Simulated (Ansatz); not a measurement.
# Clamped-ion strain scan in TaRu

All numbers below come from Ansatz, DFT PBEsol, scalar-relativistic, plane waves, PAW. Settings: plane waves to 420 eV, k-mesh 18×18×12 (Γ-centred), Gaussian smearing 0.15 eV. Spin–orbit coupling is left out, which can shift energies with elements as heavy as these. No spin polarisation. Energies are free energies at this smearing, counted from the undisturbed cell; pressure is positive in compression.

Reference structure (as given, not relaxed at this level; it stands at -8.7 GPa, and it needn't be the usual structure):

```
Ta Ru
1.0
     1.65412   -2.34161    0.00000
     1.65412    2.34161    0.00000
     0.00000    0.00000    4.16242
Ta Ru
1 1
Direct
  0.50000 0.50000 0.50000
  0.00000 0.00000 0.00000
```

The cell is strained by ε times the Voigt pattern (1, 0, 0, 0, 0, 0) (xx, yy, zz, yz, xz, xy; engineering shear) with fractional coordinates fixed. The cell is metallic on the mesh throughout. At -9 GPa the given cell is far from its own equilibrium, so these figures belong to a strongly strained crystal.

ε, ΔE (meV/atom) and a bar:
```
  -0.0400       -7.1 #
  -0.0300      -10.0
  -0.0200       -9.7
  -0.0100       -6.2 ##
   0.0000        0.0 #####
   0.0100        8.8 ##########
   0.0200       20.0 ###############
   0.0300       33.5 ######################
   0.0350       40.9 ##########################
   0.0400       48.9 ##############################
```